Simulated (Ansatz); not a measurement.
Mg in space group P6/mmm (No. 191; Mg on 1a, Mg on 2d) at seven volumes, the program Ansatz at the r²SCAN level (PAW), shape and atoms relaxed at each. One row is withheld.

| V (Å³/atom) | P (GPa) |
|---|---|
| 20.774 | 4.28 |
| 21.459 | 2.64 |
| 22.144 | 1.23 |
| 22.829 | 0.00 |
| 23.514 | -1.06 |
| 24.199 | ? |
| 24.884 | -2.76 |

Fit the shown pressures and predict the withheld one.

P = (3/2)B₀(x^(7/2) − x^(5/2))[1 + (3/4)(B′ − 4)(x − 1)] with x = (V₀/V)^(2/3). Least squares on the six rows gives V₀ = 22.830 Å³/atom, B₀ = 37.8 GPa, B′ = 3.84. At V = 24.199, x = 0.9619 and P = -1.97 GPa. The run itself gave -1.97 GPa.

The cell is a constructed one: a structure type filled with these elements; the Crystallography Open Database copy checked does not list it. It is not the phase usual at ambient conditions (space group No. 194). The cell was relaxed with r²SCAN under the symmetry of its start; whether a distortion lowers the energy is not shown.

Potentials: the later of the program's two PAW sets.
